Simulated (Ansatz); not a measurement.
HfIr3 in space group I4/mmm (No. 139; Ir on 2b, Ir on 4d, Hf on 2a) under volume change, PBE in the plane-wave PAW code Ansatz, shape and atoms relaxed at each volume.

```tsv
V (Å³/atom)	E − E(relaxed) (meV/atom)	P (GPa)
14.327	128.8	31.88
14.799	53.8	19.37
15.271	?	?
15.744	0.0	0.00
16.216	?	?
16.688	42.7	-13.69
17.161	91.0	-18.92
```

Some entries are withheld; supply them.


- 15.271, E − E(relaxed) (meV/atom): 12.7
- 15.271, P (GPa): 8.85
- 16.216, E − E(relaxed) (meV/atom): 11.3
- 16.216, P (GPa): -7.44

What does a third-order Birch–Murnaghan fit give for V₀, B₀ and B′?

V₀ = 15.74 Å³/atom, B₀ = 270 GPa, B′ = 4.8.

A made-up cell: these elements were put on the sites of a structure type; neither database checked (COD, Materials Project) lists it. COD files the formula under space group No. 221, so this cell is another polymorph or a model. Its standing as an ambient phase is unchecked. The cell was relaxed with PBE under the symmetry of its start; its stability against distortions is not shown here. No spin polarisation was allowed. Spin–orbit coupling is left out wherever it is not named.

Potentials: the earlier of the program's two PAW sets.
